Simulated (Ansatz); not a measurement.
Ansatz (an electronic-structure program) input:

Ansatz 0.2 input:
```yaml
crystal:
  lattice:
    - [3.8545324102, 0.0, 0.0]
    - [-1.9272662051, 3.338122987, 0.0]
    - [0.0, 0.0, 6.5511303834]
  atoms:
    - { symbol: In, position: [0.0, 0.0, 0.0] }
    - { symbol: In, position: [0.0, 0.0, 0.5] }
    - { symbol: P, position: [0.3333333333, 0.6666666667, 0.25] }
    - { symbol: P, position: [0.6666666667, 0.3333333333, 0.75] }
kpoints:
  mp_grid: { grid: [18, 18, 9] }
hamiltonian:
  xc: r2scan
  pseudopotentials: { kind: paw }
scf:
  occupations: { method: fermi_dirac, width: 0.1 }
elastic: { mode: relaxed_ion, stencil: two_point, amplitude: 0.005, f_tol: 0.0005 }
```

Output (shortened):

```
Pseudopotential: In, paw, valence charge 13
Pseudopotential: P, paw, valence charge 5
Functional definition: r2SCAN
Crystal: 4 atoms, lattice volume = 84.293 Å³
Basis set: ecut = 500 eV, 2093 PW (Γ), exchange–correlation on 120×120×200 points (64 copies of the dense FFT grid, shifted against one another)
Bands: 22, of which v1, the nominal top of the filled ones, is band 18 counted from 1 (17 counted from 0)
Symmetry: 24 space group operations
Space group: P63/mmc (ITA 194), of the structure as read, at distance tolerance 4.4e-5 Å
k-points: 185 of 2916
SCF 1 converged in 11 iterations: F = -12742.132297 eV  dr2 = 6.50e-14
Crystal: 4 atoms, lattice volume = 84.293 Å³
SCF 2 converged in 2 iterations: F = -12742.132297 eV  dr2 = 1.47e-14
Crystal: 4 atoms, lattice volume = 83.871 Å³
Basis set: ecut = 500 eV, 2065 PW (Γ), exchange–correlation on 120×120×200 points (64 copies of the dense FFT grid, shifted against one another)
Symmetry: 8 space group operations
k-points: 455 of 2916
SCF 3 converged in 12 iterations: F = -12742.131347 eV  dr2 = 3.43e-15
relax step   1: F+E_penalty+E_count = -12742.13134666 eV  Δ(F+E_penalty+E_count) = +0.000e0 eV  max|allowed force component| = 2.446e-3 eV/Å  Δτ_max = 0.0000 Å  (12 SCF iters, accepted)
Crystal: 4 atoms, lattice volume = 83.871 Å³
SCF 4 converged in 8 iterations: F = -12742.131348 eV  dr2 = 1.10e-14
relax step   2: F+E_penalty+E_count = -12742.13134807 eV  Δ(F+E_penalty+E_count) = -1.416e-6 eV  max|allowed force component| = 2.372e-4 eV/Å  Δτ_max = 0.0006 Å  (8 SCF iters, accepted)
Crystal: 4 atoms, lattice volume = 83.871 Å³
SCF 5 converged in 2 iterations: F = -12742.131348 eV  dr2 = 5.93e-15
Crystal: 4 atoms, lattice volume = 84.714 Å³
Basis set: ecut = 500 eV, 2101 PW (Γ), exchange–correlation on 120×120×200 points (64 copies of the dense FFT grid, shifted against one another)
SCF 6 converged in 12 iterations: F = -12742.131675 eV  dr2 = 5.04e-15
relax step   1: F+E_penalty+E_count = -12742.13167479 eV  Δ(F+E_penalty+E_count) = +0.000e0 eV  max|allowed force component| = 1.204e-3 eV/Å  Δτ_max = 0.0000 Å  (12 SCF iters, accepted)
Crystal: 4 atoms, lattice volume = 84.714 Å³
SCF 7 converged in 7 iterations: F = -12742.131675 eV  dr2 = 1.84e-14
relax step   2: F+E_penalty+E_count = -12742.13167515 eV  Δ(F+E_penalty+E_count) = -3.538e-7 eV  max|allowed force component| = 2.660e-5 eV/Å  Δτ_max = 0.0003 Å  (7 SCF iters, accepted)
Crystal: 4 atoms, lattice volume = 84.714 Å³
SCF 8 converged in 2 iterations: F = -12742.131675 eV  dr2 = 9.67e-15
Crystal: 4 atoms, lattice volume = 83.871 Å³
Basis set: ecut = 500 eV, 2069 PW (Γ), exchange–correlation on 120×120×200 points (64 copies of the dense FFT grid, shifted against one another)
SCF 9 converged in 12 iterations: F = -12742.131045 eV  dr2 = 1.94e-14
Crystal: 4 atoms, lattice volume = 84.714 Å³
Basis set: ecut = 500 eV, 2095 PW (Γ), exchange–correlation on 120×120×200 points (64 copies of the dense FFT grid, shifted against one another)
SCF 10 converged in 8 iterations: F = -12742.131268 eV  dr2 = 7.03e-15
Crystal: 4 atoms, lattice volume = 84.292 Å³
Basis set: ecut = 500 eV, 2081 PW (Γ), exchange–correlation on 120×120×200 points (64 copies of the dense FFT grid, shifted against one another)
Symmetry: 4 space group operations
k-points: 775 of 2916
SCF 11 converged in 10 iterations: F = -12742.132195 eV  dr2 = 5.17e-14
relax step   1: F+E_penalty+E_count = -12742.13219454 eV  Δ(F+E_penalty+E_count) = +0.000e0 eV  max|allowed force component| = 1.903e-4 eV/Å  Δτ_max = 0.0000 Å  (10 SCF iters, accepted)
Crystal: 4 atoms, lattice volume = 84.292 Å³
SCF 12 converged in 2 iterations: F = -12742.132195 eV  dr2 = 2.55e-14
Crystal: 4 atoms, lattice volume = 84.292 Å³
SCF 13 converged in 10 iterations: F = -12742.132195 eV  dr2 = 4.98e-14
relax step   1: F+E_penalty+E_count = -12742.13219454 eV  Δ(F+E_penalty+E_count) = +0.000e0 eV  max|allowed force component| = 1.903e-4 eV/Å  Δτ_max = 0.0000 Å  (10 SCF iters, accepted)
Crystal: 4 atoms, lattice volume = 84.292 Å³
SCF 14 converged in 2 iterations: F = -12742.132195 eV  dr2 = 2.45e-14
SCF converged after 2 iterations
Free energy (F): -12742.132297 eV
Harris-Foulkes:  -12742.132297 eV  (|F-HF|=1.82e-12)
Internal energy: -12742.090082 eV  (E = F + TS)
E sigma→0 (E₀):  -12742.111189 eV
Entropy (-TS):   -0.042215 eV (-10.554 meV/atom)
Fermi energy:    9.305170 eV
--- Per-component energies (eV) ---
  E_band       = -43.584266
  E_kinetic    = 624.944621
  E_local      = -2429.049985  (includes V_loc(G=0)·N_el)
  E_nonlocal   = 804.123021
  E_hartree    = 961.185987
  E_xc         = -517.338935
  E_vxc        = -341.014090  (∫ρ·V_xc dr)
  E_paw        = -9522.995134  (= ΣΔE_a)
  E_vpaw       = -644.959774  (= ΣTr[D̂ρ^β])
  E_aug_tail   = 0.000017  (compensation charges beyond the density's cutoff)
  E_vtau       = 19.999952  (kinetic-family band-sum trace: ∫τ·v_τ [+ j·A + Jᵃ·Aᵃ] dr)
  E_ewald      = -2664.709081
  E_core_change = 1.749407  (= ΣΔE_core)
  E_smearing   = -0.042215  (= −TS)
  E_closure    = 0.000000  (closes the sum)
  Σ components = -12742.132297   (vs F -12742.132297, Δ=0.00e0)
--- Forces (eV/Å), atoms counted from 1 ---
  atom   1  In     0.00000000     0.00000000     0.00000000
  atom   2  In     0.00000000     0.00000000     0.00000000
  atom   3  P      0.00000000     0.00000000     0.00000000
  atom   4  P      0.00000000     0.00000000     0.00000000
  max |Σ_I F_I| component: 3.70e-17 eV/Å
--- Stress (GPa, compression-positive) ---
        0.058501       0.000000       0.000000
        0.000000       0.058501       0.000000
        0.000000       0.000000       0.038108
  P = ⅓ Tr σ = 0.0517 GPa (0.517 kbar)
--- Band table (eV; the first three rows and the last of 185) ---
  k-point 0: bands = ["-5.8725", "-5.7771", "-5.7771", "-5.6678", "-5.6678", "-5.6585", "-5.6585", "-5.5525", "-5.5525", "-5.5336", "-3.4251", "-1.3864", "2.1944", "8.6010", "8.8353", "8.8353", "9.4898", "9.4898", "9.9126", "12.1609", "14.4516", "14.4516"]
  k-point 1: bands = ["-5.8618", "-5.7726", "-5.7726", "-5.6698", "-5.6698", "-5.6566", "-5.6566", "-5.5571", "-5.5571", "-5.5434", "-3.3875", "-1.5055", "2.3828", "8.0966", "8.8587", "8.8587", "9.4750", "9.4750", "10.3511", "12.1803", "14.4312", "14.4312"]
  k-point 2: bands = ["-5.8312", "-5.7601", "-5.7601", "-5.6760", "-5.6760", "-5.6508", "-5.6508", "-5.5717", "-5.5701", "-5.5701", "-3.2750", "-1.7995", "2.8837", "7.2095", "8.9251", "8.9251", "9.4303", "9.4303", "11.0341", "12.2278", "14.3889", "14.3889"]
  k-point 184: bands = ["-5.8654", "-5.8654", "-5.7324", "-5.7324", "-5.6664", "-5.6160", "-5.6160", "-5.5989", "-5.5970", "-5.5970", "-0.2889", "-0.2889", "3.0384", "3.4278", "4.9613", "4.9613", "8.7990", "8.7990", "10.3466", "11.4935", "12.2342", "12.2342"]
--- Elastic constants: 3 strain directions × 2 members + reference (group order 24) ---
  dense FFT box of the reference and of every strained cell: 30×30×50
  strains applied: 11, 33, 23; error gains …
  C = ∂σ_k/∂η_j (tension-positive GPa; Voigt order 11 22 33 23 13 12):
       119.537     69.833     48.449      0.000      0.000      0.000
        69.833    119.537     48.449      0.000      0.000      0.000
        48.418     48.418    173.620      0.000      0.000      0.000
         0.000      0.000      0.000     15.705      0.000      0.000
         0.000      0.000      0.000      0.000     15.705      0.000
         0.000      0.000      0.000      0.000      0.000     24.852
  reference stress σ⁰ (GPa):     -0.059     -0.059     -0.038      0.000      0.000      0.000
  moduli (Voigt/Reuss/Hill, GPa): K = 82.90/82.21/82.55   G = 27.65/22.18/24.91   E = 67.91   ν = 0.363
  mechanically stable: yes (min eigenvalue of sym C = 15.71 GPa)
  strain η (Voigt 11):  stress-route row diagonal C_11 = 119.54 GPa, energy-path curvature d²(F+E_count+ΔE)/dδ²/Ω₀ = 119.55 GPa
         δ    σ_11 (GPa)             F (eV)   n_scf  n_hpsi   n_pw
    -5.000e-3      -0.6674      -12742.1313481       2  107241   2148   relax 2 steps, max|allowed force component| 2.37e-4 eV/Å
     5.000e-3       0.5280      -12742.1316751       2  106088   2176   relax 2 steps, max|allowed force component| 2.66e-5 eV/Å
  strain η (Voigt 33):  stress-route row diagonal C_33 = 173.62 GPa, energy-path curvature d²(F+E_count+ΔE)/dδ²/Ω₀ = 173.61 GPa
         δ    σ_33 (GPa)             F (eV)   n_scf  n_hpsi   n_pw
    -5.000e-3      -0.9201      -12742.1310446      12  103005   2152   relax 0 steps, max|allowed force component| 1.62e-16 eV/Å
     5.000e-3       0.8161      -12742.1312685       8   88275   2169   relax 0 steps, max|allowed force component| 2.13e-16 eV/Å
  strain η (Voigt 23):  stress-route row diagonal C_44 = 15.71 GPa, energy-path curvature d²(F+E_count+ΔE)/dδ²/Ω₀ = 15.72 GPa
         δ    σ_23 (GPa)             F (eV)   n_scf  n_hpsi   n_pw
    -5.000e-3      -0.0785      -12742.1321945       2  181793   2164   relax 1 steps, max|allowed force component| 1.90e-4 eV/Å
     5.000e-3       0.0785      -12742.1321945       2  181806   2164   relax 1 steps, max|allowed force component| 1.90e-4 eV/Å
```

Cost: around 20 core-minutes (rough) on shared cores.

Space group P6_3/mmc (NiAs type). The start of the workflow was typed in or built on a structure type; neither database checked (COD, Materials Project) lists it. It is not the phase usual at ambient conditions (space group No. 216). Symmetry was held in the r²SCAN relaxation; its stability against distortions is not shown here. As this level gives no gap, shear constants depend on the k-mesh and smearing (Fermi–Dirac, 0.1 eV here). Scalar-relativistic: spin–orbit coupling is off unless named, which matters more the heavier the elements.

Potentials: the later of the program's two PAW sets.

Ansatz is a plane-wave DFT program.
